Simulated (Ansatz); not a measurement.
Values for one crystal, relaxed and computed with the program Ansatz at the LDA level (PAW); other levels are named.

| Property | Result |
|---|---|
| Volume per atom | 5.35 Å³ |
| Electronic character | metallic (no gap) |
| Mechanical stability | stable (all eigenvalues of C positive) |
| Density of states at the Fermi level | 0.25 states/eV per atom (mean over ±0.08 eV) |
| Elastic constants (relaxed ions, GPa) | C11 = 403, C12 = 348, C44 = 459 |

Task: Which compound is it?
A. C, simple cubic
B. B, Cmce (B on 8f)
C. Sb, A7 (α-As type)
D. Te, trigonal Se type

Result: A, C, simple cubic

Space group Pm-3m (simple cubic). The start of the workflow was typed in or built on a structure type; neither database checked (COD, Materials Project) lists it. It is not the phase usual at ambient conditions (space group No. 194, 227). The cell was relaxed with LDA under the symmetry of its start; whether a distortion lowers the energy is not shown. The volume moved by -28 % from the start of the relaxation. As this level gives no gap, shear constants depend on the k-mesh and smearing (Fermi–Dirac, 0.1 eV here).

Potentials: the earlier of the program's two PAW sets.
